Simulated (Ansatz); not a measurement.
Cell and atoms are relaxed with the symmetry kept. Start:

Space group P6_3/mmc (No. 194). a = 2.950 Å, b = 2.950 Å, c = 4.680 Å, α = 90.00°, β = 90.00°, γ = 120.00°
| atom | site | symmetry | x | y | z |
| --- | --- | --- | --- | --- | --- |
| Ti | 2c | -6m2 | 0.3333 | 0.6667 | 0.2500 |

Method: DFT r2SCAN, scalar-relativistic, plane waves, PAW (Ansatz 0.2.0).

Cutoff 500 eV; k points 18×18×10 on the computed 2-atom cell (Γ-centred); Gaussian smearing, width 0.10 eV; no spin polarisation.

Task: What does it relax to?

Result: The volume decreases by 0.33 Å³/atom to 17.30 Å³/atom, and the energy falls by 2.3 meV/atom. Final structure:
```
CELL_PARAMETERS angstrom
2.93519 0.00000 0.00000
-1.46759 2.54195 0.00000
0.00000 0.00000 4.63805
ATOMIC_POSITIONS crystal
Ti 0.33333 0.66667 0.25000
Ti 0.66667 0.33333 0.75000
```